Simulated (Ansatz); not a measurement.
Relaxed CdSe (wurtzite):

```yaml
crystal:
  lattice:
    - [4.33999, 0.00000, 0.00000]
    - [-2.17000, 3.75854, 0.00000]
    - [0.00000, 0.00000, 7.07803]
  atoms:
    - { symbol: Cd, position: [0.66667, 0.33333, 0.00056] }
    - { symbol: Cd, position: [0.33333, 0.66667, 0.50056] }
    - { symbol: Se, position: [0.66667, 0.33333, 0.62464] }
    - { symbol: Se, position: [0.33333, 0.66667, 0.12464] }
```

Scan: atom 2 (Cd, nearest neighbour Se at 2.655 Å; its periodic images, 4.3 Å or more away, move with it) is displaced towards the nearest neighbour, direction (0.817, -0.472, 0.331) in Cartesian axes, by s. The other atoms stay.

These are r2SCAN (plane waves to 500 eV, PAW, scalar-relativistic; Ansatz, a first-principles code) values and carry that method's errors. k mesh 7×7×4 (Γ-centred), Fermi-Dirac smearing 0.05 eV. The energy includes the smearing's −TS. CdSe was relaxed with its symmetry unable to fall. The zero of ΔE is the undisplaced structure.

```json
[
 {"s (Å)": "-0.270", "ΔE (meV/cell)": "117.8"},
 {"s (Å)": "-0.216", "ΔE (meV/cell)": "80.9"},
 {"s (Å)": "-0.162", "ΔE (meV/cell)": "48.9"},
 {"s (Å)": "-0.108", "ΔE (meV/cell)": "23.3"},
 {"s (Å)": "-0.054", "ΔE (meV/cell)": "6.3"},
 {"s (Å)": "0.000", "ΔE (meV/cell)": "0.0"},
 {"s (Å)": "0.054", "ΔE (meV/cell)": "7.3"},
 {"s (Å)": "0.108", "ΔE (meV/cell)": "31.4"},
 {"s (Å)": "0.162", "ΔE (meV/cell)": "76.4"},
 {"s (Å)": "0.216", "ΔE (meV/cell)": "146.8"},
 {"s (Å)": "0.270", "ΔE (meV/cell)": "248.3"}
]
```

**Question.** What force constant k = d²E/ds² at s = 0 does the table give?

**Answer.** 4.6 eV/Å². It is the second difference of the nearest points, corrected with the next pair.

**Question.** With k = 4.64 eV/Å² from the forces, is the well harmonic out to s = 0.270 Å?

**Answer.** ½ks² = 169.0 meV/cell against the computed 248.3 meV/cell, so the well is stiffer than harmonic there.

(A displaced cell: forces are minus the slopes of the energy, force constants its curvatures, and phonons follow from these.)
